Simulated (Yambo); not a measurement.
Yambo run on BaS (rock salt, space group Fm-3m, No. 225). The wavefunctions come from this Quantum ESPRESSO step (PBEsol, PseudoDojo standard norm-conserving files, fully relativistic):

```
&CONTROL
  calculation = 'nscf'
  pseudo_dir = './pseudo'
  outdir = './out'
/
&SYSTEM
  ibrav = 0
  nat = 2
  ntyp = 2
  ecutwfc = 56.6
  ecutrho = 226.4
  occupations = 'fixed'
  force_symmorphic = .true.
  nbnd = 240
  noncolin = .true.
  lspinorb = .true.
/
&ELECTRONS
  conv_thr = 2e-09
  diago_full_acc = .true.
  diago_thr_init = 1e-08
/
ATOMIC_SPECIES
S 32.0600 S.upf
Ba 137.3270 Ba.upf
CELL_PARAMETERS angstrom
  0.000000000000   3.164657339000   3.164657339000
  3.164657339000   0.000000000000   3.164657339000
  3.164657339000   3.164657339000   0.000000000000
ATOMIC_POSITIONS crystal
S   0.500000000000   0.500000000000   0.500000000000
Ba   0.000000000000   0.000000000000   0.000000000000
K_POINTS automatic
4 4 4 0 0 0
```

Yambo input:

```
rim_cut
gw0
dyson
el_el_corr
HF_and_locXC
ppa
em1d
RandQpts= 1000000
RandGvec= 1 Ry
EXXRLvcs= 56.6 Ry
VXCRLvcs= 226.4 Ry
Chimod= "HARTREE"
% BndsRnXp
 1 | 238 |
%
NGsBlkXp= 8 Ry
% LongDrXp
 1.0 | 1.0 | 1.0 |
%
PPAPntXp= 27.2114 eV
% GbndRnge
 1 | 238 |
%
GTermKind= "BG"
DysSolver= "n"
ExtendOut
% QPkrange
 1 | 1 | 16 | 17 |
 3 | 3 | 16 | 17 |
 7 | 7 | 14 | 18 |
 8 | 8 | 16 | 17 |
%
```

k points by index: 1 = Γ, 3 = L, 7 = X, 8 = W.

Resulting energies as the program prints them:

```
#    K-point    Band    Eo [eV]    E [eV]    E-Eo [eV]    Vxc [eV]    Vnlxc [eV]    Sc|Eo [eV]    Sc|E [eV]    dSc/dw|Eo [eV]    Re(Z)    Im(Z)
#
    1    16    0.000000    -1.134454    -1.134454    -12.55107    -15.64584    1.657810    1.960319    -7.255437    0.789493    -0.001369
    1    17    3.589581    3.901885    0.312303    -8.319800    -4.145321    -3.797156    -3.862175    -5.663077    0.827734    -0.001233
    3    16    -1.112151    -2.304814    -1.192663    -11.75686    -15.19710    1.923114    2.247577    -7.401971    0.786149    -0.001625
    3    17    5.400209    5.873539    0.473331    -8.276341    -3.662547    -4.037716    -4.140464    -5.905241    0.821682    -0.001253
    7    14    -0.192770    -1.372233    -1.179463    -12.52078    -15.77569    1.761953    2.075446    -7.231935    0.790031    -0.001374
    7    15    -0.050184    -1.210324    -1.160140    -12.55749    -15.70308    1.678341    1.985450    -7.202669    0.790703    -0.001367
    7    16    -0.050184    -1.210324    -1.160140    -12.55749    -15.70308    1.678341    1.985450    -7.202669    0.790703    -0.001367
    7    17    1.989870    2.318331    0.328461    -8.205008    -4.292625    -3.516130    -3.583923    -5.614438    0.828961    -0.001232
    7    18    1.989870    2.318331    0.328461    -8.205008    -4.292625    -3.516130    -3.583923    -5.614438    0.828961    -0.001232
    8    16    -0.388703    -1.582572    -1.193869    -12.14804    -15.36298    1.709159    2.021071    -7.108661    0.792869    -0.001373
    8    17    4.159617    4.594905    0.435288    -9.263909    -4.759884    -3.971737    -4.068737    -6.059706    0.817859    -0.002861
```
(The two width columns are left out.) Convergence of these settings isn't established.

Geometry relaxed with PBEsol.
